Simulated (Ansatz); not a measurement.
MoSi$_{2}$ (MoSi2 type, space group I4/mmm)

```xyz
6
Lattice="-3.2169 3.2169 7.8730 0.0000 0.0000 7.8730 1.6085 1.6085 -3.9365" Properties=species:S:1:pos:R:3 pbc="T T T"
Mo     0.0000     0.0000     0.0000
Mo    -1.6085     1.6085    11.8095
Si     0.0000     0.0000     2.6384
Si    -1.6085     1.6085     6.5749
Si     1.6085     1.6085     1.2982
Si    -1.6085     1.6085     9.1712
```

The atoms are displaced by Q × the pattern below (from a DFPT mode at X = (0.5, 0.5, 0.0), largest move 1; Q in Å), at fixed cell. (q is in reciprocal vectors of the primitive cell; the cell shown is doubled to hold the pattern.)

```tsv
atom	x	y	z
Mo1	0.672	0.672	0.000
Mo2	-0.672	-0.672	0.000
Si3	0.707	0.707	0.000
Si4	-0.707	-0.707	0.000
Si5	0.707	0.707	0.000
Si6	-0.707	-0.707	0.000
```

Method: PBE (plane waves to 420 eV, PAW, scalar-relativistic; Ansatz, a first-principles code). k mesh 20×20×20 (Γ-centred), Fermi-Dirac smearing 0.05 eV. With partly filled bands, energies and forces of such displacements shift with the k mesh and the smearing. MoSi2 is run without spin polarisation. MoSi2 was relaxed with its symmetry unable to fall. 

```tsv
Q (Å)	−dE/dQ from forces (eV/Å)
-0.100	3.964
-0.083	3.350
-0.067	2.712
-0.050	2.053
-0.033	1.378
-0.017	0.692
0.000	0.000
0.017	-0.692
0.033	-1.378
0.050	-2.053
0.067	-2.712
0.083	-3.350
0.100	-3.964
```

Problem. What harmonic wavenumber does the curvature at Q = 0 give?

Solution. 199 cm⁻¹. E″ = 41.59 eV/Å², M = Σ mᵢ|uᵢ|² = 285.6 u, ν̃ = 521.5·√(|E″|/M).

(A displaced cell: forces are minus the slopes of the energy, force constants its curvatures, and phonons follow from these.)
